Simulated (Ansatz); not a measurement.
input.yaml (Ansatz 0.2.0):

```yaml
crystal:
  lattice:
    - [3.9004233901, 0.0, 0.0]
    - [0.0, 3.9004233901, 0.0]
    - [0.0, 0.0, 5.183754532]
  atoms:
    - { symbol: Sn, position: [0.0, 0.5, 0.2250645825] }
    - { symbol: Sn, position: [0.5, 0.0, 0.7749354175] }
    - { symbol: O, position: [0.0, 0.0, 0.0] }
    - { symbol: O, position: [0.5, 0.5, 0.0] }
basis:
  ecutwfc: 420
  ecutrho_ratio: 4
kpoints:
  mp_grid: { grid: [10, 10, 8] }
hamiltonian:
  xc: pbe
scf:
  occupations: { method: gaussian, width: 0.05 }
output:
  forces: true
  stress: true
  eigenvalues: true
  write_density: true
  write_potential: true
  elf: true
  volumetric_format: npy
relax:
  f_tol: 0.01
  max_steps: 40
  cell: { stress_tol: 0.1, fix: [volume] }
```

Launched as:
```sh
ansatz run input.yaml --threads 4 --pin off --max-ram 7168MiB --backend cpu --events-out ev --progress --plain --runs-dir out
```

The chain of runs began from a cell as deposited in COD, expanded in volume.

Q: Before reading the output: what should come out?

A: Energy lowered by 1.6 meV/atom, pressure -0.6 GPa, gap on the mesh 0.76 eV (PBE, scalar-relativistic).

The output:

```
Pseudopotentials: kind: paw
Pseudopotential: Sn, paw, valence charge 14, recommended cutoff 420 eV (normal), Sn.paw.azcp
Pseudopotential: O, paw, valence charge 6, recommended cutoff 420 eV (normal), O.paw.azcp
Crystal: 4 atoms, lattice volume = 78.862 Å³
Basis set: ecut = 420 eV, 1561 PW (Γ), exchange–correlation on 54×54×72 points (8 copies of the dense FFT grid, shifted against one another)
Bands: 24, of which v1, the nominal top of the filled ones, is band 20 counted from 1 (19 counted from 0)
Symmetry: 16 space group operations
Space group: P4/nmm (ITA 129), of the structure as read, at distance tolerance 4.3e-5 Å
k-points: 105 of 800
Initial density: superposition of atomic densities (neutral atoms: chi_scale 0, normalization atom), corrected by the library's trained network
Initial wavefunctions: pseudopotential atomic-orbital guess
Functional: x = pbe(κ = 0.804, μ = 0.21951), c = pbe(β = 0.06672)
```

```
SCF iter   1: F=—  HF=-13183.393121 eV  |F-HF|=—  |Δ(HF+E_count)|=         —  Δρ=1.37e-3  dr2=1.12e-3  ethr=1.77e-3  ⟨swp⟩=6.1  Hψ=11804  notcnv=0
SCF iter   2: F=—  HF=-13183.392768 eV  |F-HF|=—  |Δ(HF+E_count)|=   3.54e-4  Δρ=8.37e-4  dr2=4.36e-4  ethr=2.80e-6  ⟨swp⟩=2.1  Hψ=5505  notcnv=0
SCF iter   3: F=—  HF=-13183.393290 eV  |F-HF|=—  |Δ(HF+E_count)|=   5.22e-4  Δρ=3.98e-4  dr2=9.37e-5  ethr=1.09e-6  ⟨swp⟩=2.0  Hψ=4620  notcnv=0
SCF iter   4: F=—  HF=-13183.393244 eV  |F-HF|=—  |Δ(HF+E_count)|=   4.58e-5  Δρ=1.19e-4  dr2=1.46e-5  ethr=2.34e-7  ⟨swp⟩=2.0  Hψ=3502  notcnv=0
SCF iter   5: F=—  HF=-13183.393245 eV  |F-HF|=—  |Δ(HF+E_count)|=   1.37e-6  Δρ=1.15e-4  dr2=9.23e-6  ethr=3.66e-8  ⟨swp⟩=2.0  Hψ=4620  notcnv=0
SCF iter   6: F=—  HF=-13183.393244 eV  |F-HF|=—  |Δ(HF+E_count)|=   1.11e-6  Δρ=5.44e-5  dr2=2.36e-6  ethr=2.31e-8  ⟨swp⟩=2.2  Hψ=3498  notcnv=0
SCF iter   7: F=—  HF=-13183.393244 eV  |F-HF|=—  |Δ(HF+E_count)|=   1.78e-7  Δρ=2.11e-5  dr2=3.59e-7  ethr=5.89e-9  ⟨swp⟩=2.2  Hψ=3430  notcnv=0
SCF iter   8: F=-13183.393244 eV  HF=-13183.393244 eV  |F-HF|=1.92e-8  |Δ(HF+E_count)|=   8.07e-8  Δρ=4.72e-6  dr2=1.87e-8  ethr=2.50e-10  ⟨swp⟩=9.4  Hψ=16520  notcnv=0
SCF 1 converged in 8 iterations: F = -13183.393244 eV  dr2 = 1.87e-8
relax step   1: F+E_penalty+E_count = -13183.39324387 eV  Δ(F+E_penalty+E_count) = +0.000e0 eV  max|allowed force component| = 2.499e-1 eV/Å  Δτ_max = 0.0000 Å  P = -1.838 GPa  Ω = 78.862 Å³  fix = [volume]  reactions: volume -1.838 GPa  (8 SCF iters, dr2 threshold 1.00e-7 eV, accepted)
...
SCF 2 converged in 6 iterations: F = -13183.396611 eV  dr2 = 5.81e-8
SCF 3 converged in 5 iterations: F = -13183.399427 eV  dr2 = 2.17e-7
SCF 4 converged in 5 iterations: F = -13183.399551 eV  dr2 = 6.09e-9
...
SCF iter   4: F=—  HF=-13183.399734 eV  |F-HF|=—  |Δ(HF+E_count)|=   1.56e-9  Δρ=5.38e-7  dr2=2.03e-10  ethr=1.00e-12  ⟨swp⟩=8.1  Hψ=14494  notcnv=0
SCF iter   5: F=—  HF=-13183.399734 eV  |F-HF|=—  |Δ(HF+E_count)|=  1.56e-10  Δρ=5.32e-7  dr2=1.93e-10  ethr=1.00e-12  ⟨swp⟩=7.1  Hψ=12646  notcnv=0
SCF iter   6: F=-13183.399734 eV  HF=-13183.399734 eV  |F-HF|=3.64e-12  |Δ(HF+E_count)|=  1.27e-11  Δρ=1.66e-7  dr2=1.77e-11  ethr=1.00e-12  ⟨swp⟩=5.1  Hψ=12171  notcnv=0
SCF 5 converged in 6 iterations: F = -13183.399734 eV  dr2 = 1.77e-11
```

```
SCF converged after 6 iterations
Free energy (F): -13183.399734 eV
E sigma→0 (E₀):  -13183.399734 eV
Fermi energy:    8.554933 eV
--- Forces (eV/Å), atoms counted from 1 ---
  atom   1  Sn     0.00000000     0.00000000    -0.00379679
  atom   2  Sn     0.00000000     0.00000000     0.00379679
  atom   3  O      0.00000000     0.00000000     0.00000000
  atom   4  O      0.00000000     0.00000000     0.00000000
--- Stress (GPa, compression-positive) ---
       -0.658310       0.000000       0.000000
        0.000000      -0.658310       0.000000
        0.000000       0.000000      -0.556548
  P = ⅓ Tr σ = -0.6244 GPa (-6.244 kbar)
--- Relaxed structure (4 steps of the walk, 4 accepted, 1 SCFs on fresh bases) ---
  F+E_penalty+E_count = -13183.39973357 eV   max|allowed force component| = 3.797e-3 eV/Å   (the final SCF, on the basis selected at the relaxed cell)
  cell:  # Å, volume = 78.8620 Å³
    - [3.87953, 0.00000, 0.0]
    - [0.00000, 3.87953, 0.0]
    - [0.0, 0.0, 5.23973]
  atoms:
    - { symbol: Sn, position: [0.00000, 0.5, 0.22133] }
    - { symbol: Sn, position: [0.5, 0.00000, 0.77867] }
    - { symbol: O, position: [0.00000, 0.00000, 0.0] }
    - { symbol: O, position: [0.5, 0.5, 0.0] }
```

Run time: 16 s on 4 threads of Arm Neoverse V2 (shared host), peak memory 0.49 GiB.

Kohn–Sham gaps of semilocal functionals lie under measured ones, often by a third or more. The structure is layered, and this functional has no dispersion term, so the layers' spacing is poorly fixed, often too long, and so is what hangs on it.
